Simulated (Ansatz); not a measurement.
TiRh3: zone-centre modes under pressure

TiRh3, Pm-3m, a = 3.773 Å. The structure is a COD entry; whether it is the stable form wasn't checked. Ansatz: LDA, PAW, 420 eV, Γ-centred 12×12×12 mesh on 4 atoms, Fermi-Dirac smearing 0.15 eV; no spin polarisation. Cell and atoms are relaxed at each pressure with the symmetry kept; optical modes at Γ by linear response, in cm⁻¹, matched by rank (the highest 3 distinct ones).

```tsv
P (GPa)	V (Å³/atom)	ω1	ω2	ω3
0	13.427	173.8	185.7	230.9
5	13.196	180.5	195.0	242.1
15	12.792	?	?	?
```

Q: Get each mode's Grüneisen parameter γ = −d ln ω/d ln V from the other rows and predict the missing frequencies.

A: ln(V/V0) = 0.0000, -0.0174, -0.0484; a line through ln(ω/ω0) of the 2 known rows gives ω1: γ = 2.174, predicted 193.1, computed 192.6; ω2: γ = 2.808, predicted 212.7, computed 211.6; ω3: γ = 2.722, predicted 263.4, computed 262.5. The worst miss is 0.5 %, or 4 % of the shift under pressure, so a constant γ serves at that level. In a metal these frequencies hang on the mesh and smearing.

Cost: 3 runs of about 14 core-minutes in all, on Arm Neoverse V2 (shared hosts).